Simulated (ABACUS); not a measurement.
A self-consistent single point of YSi (P1, 8 atoms in the cell; from Materials Project mp-9972, changed as shown).

```
CELL_PARAMETERS angstrom
      4.28660     0.00000     0.00000
      0.00000    10.56755     0.00000
      0.00000     0.00000     3.83365
ATOMIC_POSITIONS crystal
  Y  0.49427 0.35386 0.74891
  Y  0.00252 0.14143 0.23410
  Y  0.01077 0.85209 0.76261
  Y  0.50445 0.64451 0.23418
  Si 0.49598 0.07200 0.74999
  Si 0.99581 0.43256 0.26925
  Si 0.99643 0.57706 0.75765
  Si 0.49978 0.92649 0.24331
```

Level of theory: ABACUS with LDA (PW92), numerical atomic orbitals SZP (confined pseudo-atomic orbitals with Gaussian additions; energy shift 0.003 Ry), PseudoDojo 0.4 standard norm-conserving LDA (tails mended) pseudopotentials.

ABACUS settings:

```
setting                                                               value
---------------  ----------------------------------------------------------
basis                  SZP numerical atomic orbitals, energy shift 0.003 Ry
KPT                                                       Gamma 6 2 6 0 0 0
basis_type                                                             lcao
dft_functional                                                        PWLDA
ecutwfc                                                              100 Ry
smearing_method                                                          fd
smearing_sigma                                                0.00734986 Ry
potentials       PseudoDojo 0.4 standard norm-conserving LDA (tails mended)
symmetry                                                                  1
ks_solver                                                     scalapack_gvx
scf_nmax                                                                100
scf_thr                                                             1.0e-07
mixing_type                                                           pulay
```

Results:

```
Quantity                                                  Value
------------------------------------------------  -------------
Number of valence electrons                                  60
Number of bands                                              40
Number of k-points after the program's reduction             40
Size of the basis                                           116
Number of SCF iterations                                     15
Free energy E − TS                                -4917.1112 eV
Fermi level (on the code's own zero)                   10.40 eV
Pressure                                              -2.47 GPa
Largest force (vector length)                        1.119 eV/Å
```

Forces (eV/Å):
```csv
atom,Fx,Fy,Fz
Y1,0.102,0.465,0.174
Y2,-0.185,-0.099,0.425
Y3,-0.347,0.634,-0.508
Y4,-0.207,-0.316,0.609
Si5,0.197,0.529,-0.310
Si6,0.039,-0.928,-0.623
Si7,0.170,0.300,-0.111
Si8,0.231,-0.586,0.344
```

Stress (GPa, positive for compression):
```
-4.08  -0.06  -0.01
-0.06  -1.86   0.61
-0.01   0.61  -1.46
```

For comparison: a first run was changed to give this one (atoms moved at random), and from it to this one the free energy goes up by 26.2 meV/atom, the pressure goes from -2.69 to -2.47 GPa and the largest force goes from 0.319 to 1.119 eV/Å.

The atom-centred basis is finite, which shifts total energies, pressures and forces against plane waves. Forces above 1 eV/Å remain at this geometry, of which the finite basis can carry a part. A single-zeta basis is rough, for pressures and forces above all. The structure comes from a collection of computed structures, made at another level of theory; the collection holds predicted forms beside known ones. No clean gap shows at this smearing width and mesh (spacing up to 0.30 Å⁻¹); the mesh is coarse for partly filled bands, so the values carry mesh errors.

Cost on one core: very roughly 90 core-seconds.

The atomic orbitals were generated for these runs; they are not ABACUS's published sets and were checked against plane waves on a few crystals only.

“Tails mended”: in these copies of the files the far tail of each local potential was reset to the Coulomb form.
